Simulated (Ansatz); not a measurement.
Data:

Y:
```yaml
crystal:
  lattice:
    - [3.68603, 0.00000, 0.00000]
    - [-1.84302, 3.19220, 0.00000]
    - [0.00000, 0.00000, 5.69314]
  atoms:
    - { symbol: Y, position: [0.33333, 0.66667, 0.75000] }
    - { symbol: Y, position: [0.66667, 0.33333, 0.25000] }
```

This is the r²SCAN-relaxed structure.

Q: All from r²SCAN in the plane-wave PAW code Ansatz, unless another level is named. Give the density of states at the Fermi level.

A: 1.9 states/eV per atom (mean over ±0.08 eV).

Q: Next, the gap with spin–orbit coupling?

A: none (metallic).

Space group P6_3/mmc (hcp (Mg type)). The r²SCAN relaxation kept the symmetry of its start; of distortions, only those at the zone centre were tested. No spin polarisation was allowed. Scalar-relativistic: spin–orbit coupling is off unless named, which matters more the heavier the elements.

Potentials: the later of the program's two PAW sets.
